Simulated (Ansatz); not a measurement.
## How long does this Ansatz run take?

```yaml
crystal:
  lattice:
    - [-2.5735, 2.5735, 5.8608]
    - [2.5735, -2.5735, 5.8608]
    - [2.5735, 2.5735, -5.8608]
  atoms:
    - { symbol: V, position: [0.75, 0.25, 0.5] }
    - { symbol: V, position: [0.0, 0.0, 0.0] }
    - { symbol: Bi, position: [0.25, 0.75, 0.5] }
    - { symbol: Bi, position: [0.5, 0.5, 0.0] }
    - { symbol: O, position: [0.0769, 0.4659, 0.886] }
    - { symbol: O, position: [0.2159, 0.8299, 0.889] }
    - { symbol: O, position: [0.5799, 0.1909, 0.114] }
    - { symbol: O, position: [0.9409, 0.3269, 0.111] }
    - { symbol: O, position: [0.6731, 0.7841, 0.614] }
    - { symbol: O, position: [0.5341, 0.4201, 0.611] }
    - { symbol: O, position: [0.1701, 0.0591, 0.386] }
    - { symbol: O, position: [0.8091, 0.9231, 0.389] }
kpoints:
  mp_grid: { grid: [6, 6, 6] }
scf:
  occupations: { method: fermi_dirac, width: 0.02 }
hamiltonian:
  xc: pbe
  pseudopotentials: { kind: paw }
output:
  forces: true
  stress: true
  populations: true
  efg:
    quadrupole_moments_barn: { V: -0.052, Bi: -0.516, O: -0.02558 }
    contact_densities: true
relax:
  f_tol: 0.02
  max_steps: 60
```

```sh
ansatz run input.yaml --threads 1 --pin off --max-ram 3072MiB --backend cpu --events-out ev --progress --plain --runs-dir out
```

It runs on 1 thread of Arm Neoverse V1 (aarch64; 8 cores open to the job, memory cap 3.0 GiB, no GPU), a shared host with a load of 0.5 a core.

Problem. How much time and memory should be set aside?

Solution. About 59 s of wall time (60 s of CPU time) and 0.66 GiB. The run holds 104 valence electrons in 64 bands, about 3035 plane waves a k-point and 36 irreducible k-points, and took 17 SCF iterations, over 3 ionic steps. Times on a shared host vary by tens of per cent.
